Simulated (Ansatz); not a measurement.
BaO:
```
BaO
1.0
    0.00000     2.74496     2.74496
    2.74496     0.00000     2.74496
    2.74496     2.74496     0.00000
Ba O
1 1
Direct
  0.00000   0.00000   0.00000
  0.50000   0.50000   0.50000
```

Relaxed with PBEsol.

Q: Give the Bader charges and basin volumes of the independent atoms, PBEsol in the plane-wave PAW code Ansatz.

A: 

```tsv
atom	Bader charge (e)	Bader volume (Å³)
Ba1	+1.42	24.5
O2	-1.42	16.8
```

Space group Fm-3m (rock salt). The cell was relaxed with PBEsol under the symmetry of its start. Spin–orbit coupling is left out wherever it is not named.

Potentials: the later of the program's two PAW sets.
